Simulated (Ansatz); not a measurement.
**CeO2 (fluorite structure)**

The computed numbers are results of r²SCAN, scalar-relativistic (no spin polarisation) in the plane-wave PAW code Ansatz at 500 eV, Γ-centred 8×8×8 mesh, 0.05 eV Gaussian smearing; PAW files: Ansatz's generated set soft_2.

```xyz
3
Lattice="0.0000 2.7187 2.7187 2.7187 0.0000 2.7187 2.7187 2.7187 0.0000" Properties=species:S:1:pos:R:3 pbc="T T T"
Ce    0.0000    0.0000    0.0000
O     1.3593    1.3593    1.3593
O     4.0780    4.0780    4.0780
```

The start was a prototype's sites filled with these elements; the Crystallography Open Database holds the compound in this structure.

Elastic constants come from the stress of slightly strained cells with relaxed atoms, in GPa, Voigt order xx, yy, zz, yz, xz, xy in the Cartesian frame of the vectors above.

```
364 106 106   0   0   0
106 364 106   0   0   0
106 106 364   0   0   0
  0   0   0  55   0   0
  0   0   0   0  55   0
  0   0   0   0   0  55
```

Task: Is the crystal mechanically stable, and what are its polycrystalline moduli?

Result: Stable against homogeneous strain: the smallest eigenvalue of the tensor is 55 GPa. Hill averages: K = 192 GPa, G = 78 GPa, E = 207 GPa, ν = 0.32.

For a cubic crystal three numbers say it all: C11 = 364.1, C12 = 105.7, C44 = 55.3 GPa. K = (C11 + 2C12)/3 = 191.8 GPa. The two shear moduli are C44 and C′ = (C11 − C12)/2 = 129.2 GPa, so Zener's ratio C44/C′ is 0.43: the crystal is stiffest along ⟨100⟩ and softest along ⟨111⟩. The Cauchy pressure C12 − C44 is 50 GPa; pair forces would make it zero if every atom sat on a centre of inversion, which isn't so here, so internal relaxation also enters.

The equation of state, an independent route, gives B0 = 191 GPa, against 192 GPa here.

Run time: 78 s on 2 threads of Arm Neoverse N1 (shared host), peak memory 0.54 GiB.

Scalar-relativistic only: spin–orbit splittings of the heavy atoms' levels are missing.
